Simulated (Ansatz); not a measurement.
Si3N4 in space group P6_3/m (No. 176; Si on 6h, N on 2d, N on 6h), the program Ansatz at the PBEsol level (PAW). The conduction-band minimum lies at Γ, with 1 equivalent valley. Second derivatives d²E/dk² of the lowest band at one valley (eV·Å²), along Cartesian directions:

```csv
direction,d²E/dk²
[100],5.416
[010],5.416
[001],35.39
[110],5.416
[101],20.41
[011],20.41
```

Q: Find the principal effective masses, the density-of-states mass and the conductivity mass.

A: Off-diagonal terms follow from H_xy = H[110] − (H_xx + H_yy)/2, and m*/mₑ = 7.620 eV·Å² over each eigenvalue: 0.22, 1.4, 1.4. One valley's DOS mass (m₁m₂m₃)^(1/3) = 0.75, conductivity mass 3/(Σ 1/mᵢ) = 0.49 mₑ.

Q: What effective density of states Nc follows at 300 K for parabolic valleys?

A: Nc = 2.509e19 × 1 × (0.75)^(3/2) ≈ 1.6e19 cm⁻³.

Q: With the computed static dielectric constant 8.27 (mean of the diagonal), estimate a hydrogenic donor's binding energy and radius.

A: E = 13.606 eV × 0.49/8.27² ≈ 97 meV; a = 0.529 Å × ε/m* ≈ 8.9 Å. Semilocal masses tend to be too small when the gap is underestimated.

The PBEsol relaxation kept the symmetry of its start.

Potentials: the earlier of the program's two PAW sets. The files were generated under PBE; for other functionals the program regenerates the frozen cores, and for LDA and PBEsol the local potential too.
